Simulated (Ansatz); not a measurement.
Ta2SnN:
```cif
data_N2Sn2Ta4
_chemical_formula_sum 'Sn2 Ta4 N2'
_space_group_name_H-M_alt 'P63/mmc'
_space_group_IT_number 194
_space_group_name_Hall '-P 6c 2c'
_cell_length_a 3.26431
_cell_length_b 3.26431
_cell_length_c 13.61395
_cell_angle_alpha 90.000
_cell_angle_beta 90.000
_cell_angle_gamma 120.000
loop_
_atom_site_label
_atom_site_type_symbol
_atom_site_symmetry_multiplicity
_atom_site_Wyckoff_symbol
_atom_site_fract_x
_atom_site_fract_y
_atom_site_fract_z
_atom_site_occupancy
Sn1 Sn 2 d 0.66667 0.33333 0.25000 1
Ta1 Ta 4 f 0.33333 0.66667 0.08075 1
N1 N 2 a 0.00000 0.00000 0.00000 1
```

Relaxed at zero pressure with DFT-PBE in the program Ansatz with PAW potentials.

Task: The volume is raised by 3 % and shape and atoms relax at that volume. What pressure results, and how do the axes share the change?

Result: -4.7 GPa; a 1.2 %, b 1.2 %, c 0.6 %; the energy rises by 7 meV/atom.

Task: Give the new structure.

Result: 
Space group P6₃/mmc (No. 194); a = b = 3.303 Å, c = 13.697 Å, α = β = 90.00°, γ = 120.00°

```csv
atom,site,symmetry,x,y,z
Sn,2d,-6m2,0.6667,0.3333,0.2500
Ta,4f,3m.,0.3333,0.6667,0.0795
N,2a,-3m.,0.0000,0.0000,0.0000
```

The phase is kept; no other phase was compared at this pressure.

Space group P6_3/mmc. The start of the workflow was typed in or built on a structure type; neither database checked (COD, Materials Project) lists it. Its standing as an ambient phase is unchecked. The PBE relaxation kept the symmetry of its start; its stability against distortions is not shown here. The run is not spin-polarised. Scalar-relativistic: spin–orbit coupling is off unless named, which matters more the heavier the elements.

Potentials: the earlier of the program's two PAW sets.
